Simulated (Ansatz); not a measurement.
# Equation of state of GdN

```
Gd N
1.0
     0.00000    2.49179    2.49179
     2.49179    0.00000    2.49179
     2.49179    2.49179    0.00000
Gd N
1 1
Direct
  0.00000 0.00000 0.00000
  0.50000 0.50000 0.50000
```

The cell was built from the rocksalt type and relaxed in the same program, and has space group Fm-3m; it needn't be a known or the stable phase.

Semilocal functionals without a Hubbard term describe localised f shells poorly; where the shell is localised, the real material differs.

The magnetic state is the one reached from the start moments; no search over orders was made, so it needn't be the ground state.

Spin–orbit coupling is left out, though it moves levels of the heavy atoms by tenths of an eV or more.

Methods: DFT, PBE, all-electron LAPW, scalar-relativistic (Ansatz 0.2.0); DFT, PBE, PAW with Ansatz's default frozen-core files, scalar-relativistic (Ansatz 0.2.0).

For LAPW: a Γ-centred 15×15×15 k mesh, Fermi–Dirac smearing of 0.05 eV, basis error target 0.25 meV/atom, spin-polarised from start moments Gd1 7 μB. PAW takes a cutoff of 420 eV at this cell. The Ansatz runs share mesh, smearing and spin set-up. Plane-wave (PAW) pressures include the program's estimate of the Pulay term.

The cell above is scaled evenly, with fractional coordinates and shape held.

Q: Estimate the equilibrium volume and bulk modulus that full-potential LAPW gives for this fixed shape.

A: V0 = 15.48 Å³/atom, B0 = 147 GPa, B0′ = 4.1, from a third-order Birch–Murnaghan fit to these pressures:
```
V/V(cell)  V (Å³/atom)  P, LAPW (GPa)  P, PAW (GPa)  moment, LAPW (μB)
   0.9600       14.853           6.57          6.55               7.00
   0.9800       15.162           3.14          3.12               7.00
   1.0000       15.472           0.05          0.03               7.00
   1.0200       15.781          -2.75         -2.77               7.00
   1.0400       16.091          -5.27         -5.29               7.00
```

PAW's V0 lies -0.01 % from the all-electron value and its B0 0.1 %. Symmetry fixes shape and coordinates here, so this is the relaxed modulus.
